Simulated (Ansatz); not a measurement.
Cd (hcp, Mg type)

```xyz
2
Lattice="2.9456 0.0000 0.0000 -1.4728 2.5510 0.0000 0.0000 0.0000 5.6035" Properties=species:S:1:pos:R:3 pbc="T T T"
Cd     0.0000     1.7006     4.2026
Cd     1.4728     0.8503     1.4009
```

The slice is a (0001) plane (indices of the conventional cell) through the point (0.667, 0.333, 0.250) (fractional), spanned by u = [110] and v = [1 -1 0] in vectors of this cell: u (2.95 Å) and v (5.10 Å, at 90° to u). It covers one period; positions are fractions (u, v).

The numbers are results of PBEsol (plane waves to 420 eV, PAW, scalar-relativistic; Ansatz, an electronic-structure program), not measurements. k mesh 18×18×9. These are valence fields of a PAW run, semicore shells included where kept as valence: close to a nucleus they are smooth pseudo fields. Cd was relaxed with its symmetry unable to fall. The PAW data are Ansatz's earlier set.

Three fields on this plane, each scaled to ten steps between its own extremes (0 low, 9 high; the total valence density on a logarithmic scale, the potential cut 8 eV below its top; x marks points blanked near nuclei; v = 0 in the bottom row):

Map A
```
|xxxx06860xxx|
|xxxx17971xxx|
|xxx0689860xx|
|002689998620|
|677777677777|
|998620002689|
|9960xxxxx069|
|971xxxxxxx17|
|860xxxxxxx06|
|75xxxxxxxxx5|
|860xxxxxxx06|
|971xxxxxxx17|
|9860xxxxx068|
|998620002689|
|677777677777|
|002689998620|
|xxx0699960xx|
|xxxx17971xxx|
|xxxx06860xxx|
|xxxxx575xxxx|
```

Map B
```
|xxxx93139xxx|
|xxxx72027xxx|
|xxx8300038xx|
|986310001368|
|332222322223|
|011368986311|
|0138xxxxx831|
|127xxxxxxx72|
|139xxxxxxx93|
|24xxxxxxxxx4|
|139xxxxxxx93|
|027xxxxxxx72|
|0038xxxxx830|
|001368986310|
|322223332222|
|986311011368|
|xxx8310138xx|
|xxxx72127xxx|
|xxxx93139xxx|
|xxxxx424xxxx|
```

Map C
```
|xxxx20302xxx|
|xxxx01410xxx|
|xxx1046401xx|
|110024542001|
|112211011221|
|874001210047|
|9601xxxxx106|
|720xxxxxxx02|
|402xxxxxxx20|
|20xxxxxxxxx0|
|302xxxxxxx20|
|410xxxxxxx01|
|6401xxxxx104|
|542001110024|
|011221112211|
|210047874001|
|xxx1069601xx|
|xxxx02720xxx|
|xxxx20402xxx|
|xxxxx020xxxx|
```

### Question
Assign the maps to these fields: electron localisation function (ELF); valence electron density; electrostatic potential energy of an electron, from the cell's mean.

### Answer
A is the electrostatic potential energy of an electron, from the cell's mean; B is the valence electron density; C is the electron localisation function (ELF).
